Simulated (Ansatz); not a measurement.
A (001) slab of Ru (P6_3/mmc (No. 194)), 5 planes, outer planes Ru (top) and Ru (bottom), with 5 atoms (Ru5) in a surface cell of A = 6.324 Å², as cut from the bulk:

```xyz
5
Lattice="2.7023 0.0000 0.0000 -1.3512 2.3403 0.0000 0.0000 0.0000 23.5319" Properties=species:S:1:pos:R:3 pbc="T T T"
Ru    0.0000    1.5602    7.5000
Ru    1.3512    0.7801    9.6330
Ru    0.0000    1.5602   11.7660
Ru    1.3512    0.7801   13.8989
Ru    0.0000    1.5602   16.0319
```

All numbers below come from DFT r2SCAN, scalar-relativistic, plane waves, PAW (Ansatz 0.2.0). Plane waves to 500 eV, a k mesh through Γ of 15×15×1 on the computed 5-atom cell and Gaussian smearing (0.10 eV); no spin polarisation. The cell repeats along c with a dipole correction in the vacuum.

Against the same 5 atoms in the bulk, the slab as cut lies 2.330 eV higher and the relaxed slab 2.270 eV higher.

Q: Work out the surface energy before and after relaxation.

A: The slab has two faces, so γ = (E_slab − N·E_bulk)/(2A), the mean of both. As cut: 2.330/(2 × 6.324) = 0.1842 eV/Å², and 1 eV/Å² = 16.02 J/m², so γ = 2.95 J/m². Relaxed: 2.270/(2 × 6.324) = 0.1795 eV/Å² = 2.88 J/m². Relaxation recovers 3 % of the cost of cutting.

Q: What is the ideal work of this cut, per area?

A: Griffith's ideal work is 2γ: 5.90 J/m² if the new faces stay rigid, 5.75 J/m² if they relax. One thickness was run, 5 planes, so γ can still shift with it.